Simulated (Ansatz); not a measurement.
# Run times of several calculations on TiO2 with carbon replacing Ti

TiO2 with carbon replacing Ti, neutral cell. Cell: 36 atoms, space group Pmmm, a = 6.494 Å, b = 6.494 Å, c = 8.872 Å, α = 90.00°, β = 90.00°, γ = 90.00°.

All runs are DFT with Ansatz 0.2.0 on 1 thread of Arm Neoverse V2 (aarch64; 8 cores open to the job, memory cap 3.0 GiB, no GPU), a shared host.

Task: Rank the runs by wall time, shortest first.
A. relaxation of the ions, PBE, 420 eV, 3×3×2 k-points, smearing 0.01 eV
B. single point, PBE, 420 eV, 3×3×2 k-points, smearing 0.01 eV
C. single point at relaxed positions, r2SCAN, 500 eV, 3×3×2 k-points, smearing 0.01 eV

Result: B (60 s, 0.94 GiB), C (2 min, 1.6 GiB), A (3.9 min, 0.97 GiB).
